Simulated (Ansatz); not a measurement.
# Elastic constants of Al at 35 GPa (stress–strain coefficients): input and output

Level of theory: DFT PBE+D3(BJ), scalar-relativistic, plane waves, PAW (Ansatz).

Launched with:
```bash
ansatz run input.yaml --threads 1 --pin off --max-ram 3072MiB --backend cpu --events-out ev --progress --plain --runs-dir out
```

Input (bare energies are in eV):
```yaml
crystal:
  lattice:
    - [0.0, 1.8394141147, 1.8394141147]
    - [1.8394141147, 0.0, 1.8394141147]
    - [1.8394141147, 1.8394141147, 0.0]
  atoms:
    - { symbol: Al, position: [0.0, 0.0, 0.0] }
basis:
  ecutwfc: 420
kpoints:
  mp_grid: { grid: [20, 20, 20] }
hamiltonian:
  xc: pbe
  dispersion: d3bj
scf:
  occupations: { method: fermi_dirac, width: 0.15 }
output:
  forces: true
  stress: true
  eigenvalues: true
elastic:
  mode: relaxed_ion
  amplitude: 0.005
```

From the output:
```
--- Elastic constants: 2 strain directions × 4 members + reference (group order 48) ---
  dense FFT box of the reference and of every strained cell: 18×18×18
  strains applied: 11, 23; error gains: componentwise 1.00 (the most a stress slope's error grows in a printed constant), spectral 1.73 (1 for all six strains in a standard setting)
  pairwise dispersion correction: d3bj (s6 = 1.0, s8 = 0.7875, a1 = 0.4289, a2_bohr = 4.4407), with the weights of each atom's references fixed at the reference crystal's, and the forces and stress that the weights' published response gives ...
  C = ∂σ_k/∂η_j (tension-positive GPa; Voigt order 11 22 33 23 13 12):
       315.851    172.771    172.771      0.000     -0.000     -0.000
       172.771    315.851    172.771      0.000      0.000     -0.000
       172.771    172.771    315.851     -0.000     -0.000      0.000
        -0.000      0.000      0.000    129.303     -0.000     -0.000
         0.000     -0.000     -0.000      0.000    129.303      0.000
        -0.000      0.000      0.000     -0.000     -0.000    129.303
  reference stress σ⁰ (GPa):    -35.000    -35.000    -35.000     -0.000      0.000     -0.000
  C* (energy form; C + prestress term) asymmetry max|C*_kj − C*_jk| = 5.684e-14 GPa — a small one proves nothing (zero by symmetry where the batch's group is 432, −43m or m−3m); a large one is finite-difference/SCF noise where every solve ...
  moduli (Voigt/Reuss/Hill, GPa): K = 220.46/220.46/220.46   G = 106.20/97.74/101.97   E = 265.04   ν = 0.300
  mechanically stable: yes (min eigenvalue of sym C = 129.30 GPa)
  strain η (Voigt 11):  stress-route row diagonal C_11 = 315.85 GPa, energy-path curvature d²(F+E_count+ΔE)/dδ²/Ω₀ = 315.83 GPa
    cells at ±δ against ±2δ: C11 315.96 and 316.30 GPa, apart by 0.11 % of the column's largest entry
         δ    σ_11 (GPa) F (eV) n_scf n_hpsi n_pw
    -1.000e-2     -38.2013        -537.5360015       5   70202    259   relax 0 steps, max|allowed force component| 0.00e0 eV/Å
    -5.000e-3     -36.5891        -537.5505273       3   61496    259   relax 0 steps, max|allowed force component| 0.00e0 eV/Å
     5.000e-3     -33.4294        -537.5777195       3   61964    262   relax 0 steps, max|allowed force component| 0.00e0 eV/Å
     1.000e-2     -31.8754        -537.5904058       5   69704    263   relax 0 steps, max|allowed force component| 0.00e0 eV/Å
  strain η (Voigt 23):  stress-route row diagonal C_44 = 129.30 GPa, energy-path curvature d²(F+E_count+ΔE)/dδ²/Ω₀ = 146.80 GPa
    cells at ±δ against ±2δ: C44 129.23 and 129.00 GPa, apart by 0.18 % of the column's largest entry
         δ    σ_23 (GPa) F (eV) n_scf n_hpsi n_pw
    -1.000e-2      -1.2900        -537.5638616       6  125160    259   relax 0 steps, max|allowed force component| 0.00e0 eV/Å
    -5.000e-3      -0.6461        -537.5642891       3  113303    262   relax 0 steps, max|allowed force component| 0.00e0 eV/Å
     5.000e-3       0.6461        -537.5642891       3  112032    262   relax 0 steps, max|allowed force component| 0.00e0 eV/Å
     1.000e-2       1.2900        -537.5638616       5  124621    259   relax 0 steps, max|allowed force component| 0.00e0 eV/Å
```

Time: 40 s on 1 thread of Arm Neoverse V1, on a shared host, peak memory 0.39 GiB.

In a metal, frequencies and elastic constants depend on the k mesh and the smearing, soft modes and shear constants most.